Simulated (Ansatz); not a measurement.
Bi₂Te₃ (Bi2Te3 type, space group R-3m)

```
Bi2Te3
1.0
    2.19374     1.26655    10.09654
   -2.19374     1.26655    10.09654
    0.00000    -2.53311    10.09654
Bi Te
2 3
Cartesian
  0.00000   0.00000  12.12024
  0.00000   0.00000  18.16937
  0.00000   0.00000   0.00000
  0.00000   0.00000   6.34130
  0.00000   0.00000  23.94832
```

In each cell atom 3 (Te, nearest neighbour Bi at 3.242 Å; its periodic images, 4.4 Å or more away, move with it) moves by s·(0.707, 0.707, 0.000) (along Cartesian [110]), the rest being held.

Level of theory: PBE-D3(BJ) (plane waves to 420 eV, PAW, scalar-relativistic; Ansatz, an electronic-structure program). k mesh 7×7×7 (Γ-centred), Fermi-Dirac smearing 0.05 eV. E stands for the smeared free energy. Bi2Te3 was relaxed with its symmetry unable to fall. Spin-orbit coupling is left out, though Bi and Te are heavy. The PAW data are Ansatz's earlier set. ΔE is measured from the undisplaced structure.

| s (Å) | ΔE (meV/cell) |
|---|---|
| -0.320 | 153.3 |
| -0.256 | withheld |
| -0.192 | 54.3 |
| -0.128 | 24.0 |
| -0.064 | 6.0 |
| 0.000 | 0.0 |
| 0.064 | 6.0 |
| 0.128 | 24.0 |
| 0.192 | 54.3 |
| 0.256 | withheld |
| 0.320 | 153.3 |

Problem. Fit an even polynomial form (powers 2, 4) to the given rows and predict ΔE at s = -0.256.

Solution. Least squares on the 9 given rows: ΔE = (1459)·s² + (368.5)·s⁴, in meV/cell with s in Å; root-mean-square residual 0.02 meV/cell. At -0.256 the fit gives 97.2 meV/cell; the calculation gives 97.2 meV/cell, the same to the digits shown. The quadratic term alone would give 95.6 meV/cell.

(For displaced atoms, the force is minus the slope of the energy, and its curvature is a force constant, which sets phonon frequencies.)
